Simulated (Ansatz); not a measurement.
Relaxed-ion elastic tensor of TePb2Se in space group R-3m (No. 166; Te on 3b, Pb on 6c, Se on 3a) in GPa (Voigt order), the program Ansatz at the LDA level (PAW); density 8.62 g/cm³, 29.90 Å³ per atom.

```
 92.8   25.8   41.7   23.7    0.0    0.0
 25.8   92.8   41.7  -23.7    0.0    0.0
 41.7   41.7   74.6    0.0    0.0    0.0
 23.7  -23.7    0.0   50.6    0.0    0.0
  0.0    0.0    0.0    0.0   50.6   23.7
  0.0    0.0    0.0    0.0   23.7   33.5
```

Problem. Is the crystal mechanically stable?

Solution. Yes: the smallest eigenvalue of C is 16.9 GPa.

Problem. Work out the Voigt, Reuss and Hill averages.

Solution. K_V = 53.2, K_R = 53.2, K_H = 53.2; G_V = 37.0, G_R = 24.1, G_H = 30.5 GPa.

Problem. Give Young's modulus, Poisson's ratio, Pugh's ratio and the universal anisotropy index.

Solution. E = 9KG/(3K + G) = 76.9 GPa; ν = 0.26; K/G = 1.74 (near the Pugh limit of 1.75, no verdict); A_U = 5G_V/G_R + K_V/K_R − 6 = 2.69.

Problem. Estimate the sound speeds and the Debye temperature.

Solution. v_l = √((K + 4G/3)/ρ) = 3300 m/s, v_t = √(G/ρ) = 1880 m/s, mean 2090 m/s; Θ = (h/k)(3n/4πV)^(1/3) v_m = 201 K.

Problem. How much does each axis shrink under pressure?

Solution. Linear compressibilities β_i = Σ_j S_ij (j = 1 to 3): x 6.1, y 6.1, z 6.5 per TPa.

The workflow started from a Materials Project entry (that database holds measured and hypothetical structures alike); the Crystallography Open Database copy checked does not list it. With Te and Se taken as one species the cell has the higher symmetry Fm-3m, so it may be an ordered model of a mixed-site phase. Its standing as an ambient phase is unchecked. The cell was relaxed with LDA under the symmetry of its start; of distortions, only those at the zone centre were tested. Spin–orbit coupling is left out wherever it is not named.

Potentials: the later of the program's two PAW sets.
